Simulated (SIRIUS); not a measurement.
A self-consistent single point of B6As (R-3m, 14 atoms in the cell; from Materials Project mp-624, lattice scaled a little).

```yaml
crystal:
  lattice:
    - [3.01902, 1.74303, 3.90110]
    - [-3.01902, 1.74303, 3.90110]
    - [0.00000, -3.48606, 3.90110]
  atoms:
    - { symbol: B, position: [0.01528, 0.01528, 0.32488] }
    - { symbol: B, position: [0.98472, 0.98472, 0.67512] }
    - { symbol: B, position: [0.32488, 0.01528, 0.01528] }
    - { symbol: B, position: [0.67512, 0.98472, 0.98472] }
    - { symbol: B, position: [0.01528, 0.32488, 0.01528] }
    - { symbol: B, position: [0.98472, 0.67512, 0.98472] }
    - { symbol: B, position: [0.82186, 0.27247, 0.82186] }
    - { symbol: B, position: [0.17814, 0.72753, 0.17814] }
    - { symbol: B, position: [0.82186, 0.82186, 0.27247] }
    - { symbol: B, position: [0.17814, 0.17814, 0.72753] }
    - { symbol: B, position: [0.27247, 0.82186, 0.82186] }
    - { symbol: B, position: [0.72753, 0.17814, 0.17814] }
    - { symbol: As, position: [0.60055, 0.60055, 0.60055] }
    - { symbol: As, position: [0.39945, 0.39945, 0.39945] }
```

All values come from this method and carry its errors: LDA (PW92), GBRV LDA ultrasoft pseudopotentials (plane waves; SIRIUS).

SIRIUS settings:

* **parameters.ngridk**: 6 6 6
* **parameters.xc_functionals**: [XC_LDA_X, XC_LDA_C_PW]
* **parameters.gk_cutoff**: 6.325 1/bohr
* **parameters.pw_cutoff**: 14.143 1/bohr
* **parameters.smearing**: gaussian
* **parameters.smearing_width**: 0.0001 Ha
* **potentials**: GBRV LDA ultrasoft pseudopotentials
* **parameters.electronic_structure_method**: pseudopotential
* **parameters.num_bands**: 28
* **parameters.num_mag_dims**: 0
* **parameters.num_dft_iter**: 100
* **parameters.energy_tol**: 1e-07 Ha
* **parameters.density_tol**: 1e-06
* **mixer.type**: anderson
* **mixer.beta**: 0.5
* **mixer.use_hartree**: true

Q: Estimate, at this level of theory: gap on the k-point mesh, pressure and largest force (vector length).

A: The run gave:

| Item | Result |
|---|---|
| Gap on the k-point mesh | 2.73 eV |
| Pressure | 4.78 GPa |
| Largest force (vector length) | 0.111 eV/Å |

The gap is read on the k-point mesh of the run and can differ from the gap over the whole zone at this level.

For comparison: a first run (DFT, PBEsol, plane waves, GBRV PBEsol ultrasoft pseudopotentials) was changed to give this one (parameters.xc_functionals: [XC_GGA_X_PBE_SOL, XC_GGA_C_PBE_SOL] → [XC_LDA_X, XC_LDA_C_PW]; pseudopotentials: GBRV PBEsol ultrasoft pseudopotentials → GBRV LDA ultrasoft pseudopotentials), and from it to this one the pressure goes from 9.53 to 4.78 GPa, the largest force goes from 0.221 to 0.111 eV/Å and the gap on the mesh goes from 2.710 to 2.728 eV.

The structure comes from a collection of computed structures, made at another level of theory; the collection holds predicted forms beside known ones. Its lattice was then scaled.

Cost on one core: very roughly 2.5 core-minutes.
